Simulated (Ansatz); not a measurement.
MnBr$_{2}$:
```cif
data_Br2Mn
_chemical_formula_sum 'Mn1 Br2'
_space_group_name_H-M_alt 'P 1'
_space_group_IT_number 1
_cell_length_a 6.70247
_cell_length_b 6.70247
_cell_length_c 6.70247
_cell_angle_alpha 33.380
_cell_angle_beta 33.380
_cell_angle_gamma 33.380
loop_
_space_group_symop_operation_xyz
  'x, y, z'
loop_
_atom_site_label
_atom_site_type_symbol
_atom_site_fract_x
_atom_site_fract_y
_atom_site_fract_z
_atom_site_occupancy
Mn1 Mn 0.00000 0.00000 0.00000 1
Br1 Br 0.74624 0.74624 0.74624 1
Br2 Br 0.25376 0.25376 0.25376 1
```
The run is spin-polarised; directions of the spins, atom by atom: ↑ 0 0.

Relaxed with r²SCAN+D4.

Q: Tabulate the valence density and the electron localisation function along the shortest Mn–Br contact (2.69 Å), DFT-r²SCAN+D4 in the program Ansatz with PAW potentials.

A: 

```tsv
distance from Mn (Å)	density (e/Å³)	ELF
0.27	19.11	0.84
0.40	11.56	0.76
0.54	5.79	0.63
0.67	2.48	0.48
0.81	0.99	0.30
0.94	0.46	0.15
1.07	0.30	0.12
1.21	0.27	0.21
1.34	0.31	0.47
1.48	0.41	0.72
1.61	0.56	0.83
1.75	0.79	0.88
1.88	1.04	0.88
2.02	1.20	0.79
2.15	1.12	0.50
2.28	0.81	0.12
2.42	0.42	0.00
```

The density is the valence pseudo-density with augmentation charge, so density and ELF within about 1 Å of a nucleus are not all-electron values.

Space group R-3m. The workflow started from a Materials Project entry (that database holds measured and hypothetical structures alike); the Crystallography Open Database copy checked does not list it. COD files the formula under space group No. 164. Its standing as an ambient phase is unchecked. The r²SCAN+D4 relaxation kept the symmetry of its start; whether a distortion lowers the energy is not shown. The final state is ferromagnetic, chosen from 4 collinear starts compared on coarse meshes (ties went to the first, and starts can fall back to one state), not a proven ground state. Other orbital occupations within this spin state were not tried. No Hubbard U is applied.

Potentials: the later of the program's two PAW sets.
